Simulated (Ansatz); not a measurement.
KTaO3:
```yaml
crystal:
  lattice:
    - [3.99013, 0.00000, 0.00000]
    - [0.00000, 3.99013, 0.00000]
    - [0.00000, 0.00000, 3.99013]
  atoms:
    - { symbol: K, position: [0.00000, 0.00000, 0.00000] }
    - { symbol: Ta, position: [0.50000, 0.50000, 0.50000] }
    - { symbol: O, position: [0.00000, 0.50000, 0.50000] }
    - { symbol: O, position: [0.50000, 0.50000, 0.00000] }
    - { symbol: O, position: [0.50000, 0.00000, 0.50000] }
```

Relaxed with r²SCAN.

Problem. Map the electron localisation function on the plane through (0.000, 0.000, 0.000) spanned by u = [1, 0, 0] and v = [0, 1, 1] in lattice vectors, from r²SCAN (plane waves, PAW; program Ansatz).

Solution. x is the fraction of u, y of v (the angle between them is 90°; rows are the nearest grid lines); atoms in the plane: K at (0.00, 0.00), Ta at (0.50, 0.50), O at (0.00, 0.50).
```
|579998300000003899975|
|789997200000002799987|
|999996100000001699999|
|999740000000000047999|
|765200000000000002567|
|110000000000000000011|
|000000000000000000000|
|665310001111100013566|
|888631014565410136888|
|999851158888851158999|
|889951378767873159988|
|468962487313784269864|
|468962487313784269864|
|889951378767873159988|
|999851158888851158999|
|888631014565410136888|
|665310001111100013566|
|000000000000000000000|
|110000000000000000011|
|765200000000000002567|
|999740000000000047999|
|999996100000001699999|
|789997200000002799987|
|579998300000003899975|
```
Scale: ten equal steps from 0.006 (start of '0') to 0.877 (end of '9'), in the order '0123456789'; x runs from 0.000 to 1.00, y from 0.000 (bottom) to 1.00 (top).

The density is the valence pseudo-density with augmentation charge, so density and ELF within about 1 Å of a nucleus are not all-electron values.

Space group Pm-3m (cubic perovskite). The cell was relaxed with r²SCAN under the symmetry of its start. The run is not spin-polarised. Spin–orbit coupling is left out wherever it is not named.

Potentials: the later of the program's two PAW sets.
